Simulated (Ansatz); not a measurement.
Band table of S (fcc type)

```
S
1.0
     0.00000    1.43363    1.43363
     1.43363    0.00000    1.43363
     1.43363    1.43363    0.00000
S
1
Cartesian
  0.0000 0.0000 0.0000
```

The cell comes from a relaxation on PAW files under the same functional, begun from a prototype that needn't be the stable phase.

All numbers are LDA results (scalar-relativistic) from Ansatz 0.2.0, with a Γ-centred 16×16×16 k mesh, Fermi–Dirac smearing of 0.08 eV, no spin polarisation. Methods: LAPW: all electrons, basis error target 1 meV/atom.

This run: volume at 0.4 of the series' base cell.

The structure type is held throughout; the real material can change phase at far lower pressure.

Path points, in fractions of the reciprocal vectors: Γ (0.000, 0.000, 0.000), X (0.500, 0.000, 0.500), U (0.625, 0.250, 0.625), K (0.375, 0.375, 0.750), L (0.500, 0.500, 0.500), W (0.500, 0.250, 0.750). The distance column jumps between branches of the path. Levels in eV from the Fermi level; bands 5 to 9, counted from the lowest band of the run. The gap is zero, the pressure 532.3 GPa.

```
# k(1/Å) point b5 b6 b7 b8 b9
0.000 Γ -32.40 11.50 11.50 11.50 13.56
0.274 - -32.13 9.18 9.18 10.25 13.12
0.548 - -31.33 6.42 6.42 7.72 11.87
0.822 - -30.01 4.02 4.02 5.14 9.10
1.096 - -28.17 2.04 2.04 2.87 3.92
1.370 - -25.83 -1.44 0.49 0.49 1.05
1.644 - -23.01 -6.49 -0.62 -0.62 -0.27
1.917 - -19.80 -11.05 -1.29 -1.29 -1.07
2.191 X -17.29 -14.01 -1.51 -1.51 -1.33
2.288 - -17.26 -13.98 -2.90 -1.48 -0.11
2.385 - -17.17 -13.88 -4.46 -1.40 0.95
2.482 - -17.02 -13.73 -6.07 -1.26 1.77
2.579 - -16.80 -13.51 -7.67 -1.06 2.41
2.676 - -16.52 -13.25 -9.25 -0.81 2.95
2.772 - -16.18 -12.96 -10.76 -0.50 3.46
2.869 - -15.78 -12.94 -11.90 -0.14 3.97
2.966 U -15.31 -14.04 -11.82 0.28 4.52
4.308 K -15.31 -14.04 -11.82 0.28 4.52
4.599 - -18.14 -13.55 -10.13 1.87 6.38
4.889 - -21.83 -11.22 -7.86 3.94 8.66
5.180 - -25.01 -8.34 -5.11 6.48 11.32
5.470 - -27.64 -4.92 -1.96 9.40 14.23
5.761 - -29.71 -0.98 1.50 12.33 14.10
6.051 - -31.20 3.40 5.14 12.66 13.75
6.342 - -32.10 8.01 8.79 11.79 13.67
6.632 Γ -32.40 11.50 11.50 11.50 13.56
6.870 - -32.20 8.33 10.72 10.72 14.60
7.107 - -31.60 3.86 9.63 9.63 16.15
7.344 - -30.60 -0.69 8.77 8.77 16.31
7.581 - -29.22 -5.08 8.21 8.21 15.07
7.818 - -27.45 -9.23 7.95 7.95 13.30
8.056 - -25.30 -13.10 8.00 8.00 11.72
8.293 - -22.79 -16.65 8.32 8.32 10.46
8.530 L -20.23 -19.55 8.63 8.63 9.83
8.724 - -20.10 -19.43 6.70 6.81 10.74
8.917 - -19.73 -19.05 3.96 3.99 11.54
9.111 - -19.10 -18.43 0.94 1.22 12.25
9.305 - -18.23 -17.57 -2.01 -1.47 13.05
9.499 - -17.12 -16.49 -4.79 -4.01 14.01
9.692 - -15.79 -15.25 -7.34 -6.32 15.15
9.886 - -14.32 -14.00 -9.55 -8.21 16.47
10.080 W -13.33 -13.33 -10.79 -9.10 17.77
10.217 - -14.26 -12.27 -11.18 -8.60 15.07
10.354 - -15.06 -11.84 -11.09 -7.62 12.43
10.491 - -15.75 -12.48 -9.79 -6.48 9.87
10.627 - -16.30 -13.02 -8.36 -5.25 7.40
10.764 - -16.74 -13.45 -6.81 -4.00 5.03
10.901 - -17.05 -13.76 -5.14 -2.82 2.77
11.038 - -17.23 -13.95 -3.34 -1.88 0.62
11.175 X -17.29 -14.01 -1.51 -1.51 -1.33
```
